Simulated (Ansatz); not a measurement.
Geometry optimisation in Ansatz: input, command and trajectory.

```yaml
crystal:
  lattice:
    - [-1.942, 1.942, 6.493]
    - [1.942, -1.942, 6.493]
    - [1.942, 1.942, -6.493]
  atoms:
    - { symbol: K, position: [0.0, 0.0, 0.0] }
    - { symbol: P, position: [0.36, 0.36, 0.0] }
    - { symbol: P, position: [0.64, 0.64, 0.0] }
    - { symbol: Rh, position: [0.75, 0.25, 0.5] }
    - { symbol: Rh, position: [0.25, 0.75, 0.5] }
basis:
  ecutwfc: 500
kpoints:
  mp_grid: { grid: [6, 6, 6] }
hamiltonian:
  xc: r2scan
scf:
  occupations: { method: gaussian, width: 0.1 }
  lower_state_search: "off"
output:
  forces: true
  stress: true
  eigenvalues: true
relax:
  adjacent_minimum: "off"
  f_tol: 0.04
  max_steps: 70
  cell: { stress_tol: 0.4 }
```

```bash
ansatz run input.yaml --threads 1 --pin off --max-ram 2560MiB --backend cpu --events-out ev --progress --plain --runs-dir out
```

Method: Ansatz 0.2.0, DFT r2SCAN, scalar-relativistic, plane waves, PAW.

Of 5 frames 4 are shown, positions in Å and forces in eV/Å; the SCF threshold varies from step to step. Steps run on the plane waves of an earlier cell, with a Pulay correction in the pressure. The basis is chosen afresh for the last frame, the zero of the energies, and at times for earlier ones too; energy and pressure can step there, also at an unchanged geometry. Where two frames share a geometry here, they differ by under 2 meV/atom and 0.3 GPa.

```xyz
5
Lattice="-1.9420 1.9420 6.4930 1.9420 -1.9420 6.4930 1.9420 1.9420 -6.4930" Properties=species:S:1:pos:R:3:forces:R:3 pbc="T T T" step=1 free_energy_over_end_meV_per_atom=84.54 pressure_GPa=-5.44
K     0.0000    0.0000    0.0000    0.0000    0.0000    0.0000
P     0.0000    0.0000    4.6750    0.0000    0.0000   -2.5039
P     0.0000    0.0000    8.3110    0.0000    0.0000    2.5039
Rh    0.0000    1.9420    3.2465    0.0000    0.0000    0.0000
Rh    1.9420    0.0000    3.2465    0.0000    0.0000    0.0000
5
Lattice="-1.9747 1.9747 6.5189 1.9747 -1.9747 6.5189 1.9747 1.9747 -6.5189" Properties=species:S:1:pos:R:3:forces:R:3 pbc="T T T" step=2 free_energy_over_end_meV_per_atom=4.66 pressure_GPa=-1.43
K     0.0000    0.0000    0.0000    0.0000    0.0000    0.0000
P     0.0000    0.0000    4.4980    0.0000    0.0000    0.1181
P     0.0000    0.0000    8.5398    0.0000    0.0000   -0.1181
Rh    0.0000    1.9747    3.2595    0.0000    0.0000    0.0000
Rh    1.9747    0.0000    3.2595    0.0000    0.0000    0.0000
5
Lattice="-1.9511 1.9511 6.5485 1.9511 -1.9511 6.5485 1.9511 1.9511 -6.5485" Properties=species:S:1:pos:R:3:forces:R:3 pbc="T T T" step=3 free_energy_over_end_meV_per_atom=0.16 pressure_GPa=0.29
K     0.0000    0.0000    0.0000    0.0000    0.0000    0.0000
P     0.0000    0.0000    4.5358    0.0000    0.0000    0.0773
P     0.0000    0.0000    8.5613    0.0000    0.0000   -0.0773
Rh    0.0000    1.9511    3.2743    0.0000    0.0000    0.0000
Rh    1.9511    0.0000    3.2743    0.0000    0.0000    0.0000
5
Lattice="-1.9503 1.9503 6.5643 1.9503 -1.9503 6.5643 1.9503 1.9503 -6.5643" Properties=species:S:1:pos:R:3:forces:R:3 pbc="T T T" step=5 free_energy_over_end_meV_per_atom=0.00 pressure_GPa=0.04
K     0.0000    0.0000    0.0000    0.0000    0.0000    0.0000
P     0.0000    0.0000    4.5497    0.0000    0.0000   -0.0179
P     0.0000    0.0000    8.5790    0.0000    0.0000    0.0179
Rh    0.0000    1.9503    3.2822    0.0000    0.0000    0.0000
Rh    1.9503    0.0000    3.2822    0.0000    0.0000    0.0000
```

The run took 66 s on 1 thread of Arm Neoverse V2 (shared host), peak memory 0.63 GiB.

The k mesh is coarse.